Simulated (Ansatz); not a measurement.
GeMo₂N:
```
GeMo2N
1.0
    3.17555     0.00000     0.00000
   -1.58778     2.75011     0.00000
    0.00000     0.00000    12.00118
Ge Mo N
2 4 2
Direct
  0.33333   0.66667   0.75000
  0.66667   0.33333   0.25000
  0.33333   0.66667   0.08460
  0.66667   0.33333   0.58460
  0.66667   0.33333   0.91540
  0.33333   0.66667   0.41540
  0.00000   0.00000   0.00000
  0.00000   0.00000   0.50000
```

Relaxed with PBEsol. Special points in fractions of this cell's reciprocal vectors: Γ (0.000, 0.000, 0.000); M (0.500, 0.000, 0.000); K (0.333, 0.333, 0.000); A (0.000, 0.000, 0.500); L (0.500, 0.000, 0.500); H (0.333, 0.333, 0.500).

**Question.** List the band energies nearest the Fermi level at these points for PBEsol in the plane-wave PAW code Ansatz.

**Answer.** In eV from the Fermi level; about four levels below and three above (degenerate sets whole), none deeper than 8.9 eV; points with the same levels are listed once.

```
k                          below                          above
-  -----------------------------  -----------------------------
Γ  -0.91 -0.91 -0.73 -0.47 -0.47            0.59 0.72 0.91 0.91
M        -0.83 -0.65 -0.20 -0.20                 0.42 0.42 0.72
K  -1.61 -1.61 -0.92 -0.92 -0.61                 0.42 1.45 1.45
A        -0.71 -0.71 -0.71 -0.71  0.66 0.66 1.00 1.00 1.00 1.00
L        -0.72 -0.72 -0.10 -0.10            0.01 0.01 1.34 1.34
H        -1.95 -1.95 -0.50 -0.50            0.91 0.91 1.82 1.82
```

Space group P6_3/mmc. The start of the workflow was typed in or built on a structure type; neither database checked (COD, Materials Project) lists it. Its standing as an ambient phase is unchecked. Symmetry was held in the PBEsol relaxation. At this level the phase is mechanically unstable. The workflow began spin-polarised and lost its moments. Scalar-relativistic: spin–orbit coupling is off unless named, which matters more the heavier the elements.

Potentials: the earlier of the program's two PAW sets. The files were generated under PBE; for other functionals the program regenerates the frozen cores, and for LDA and PBEsol the local potential too.
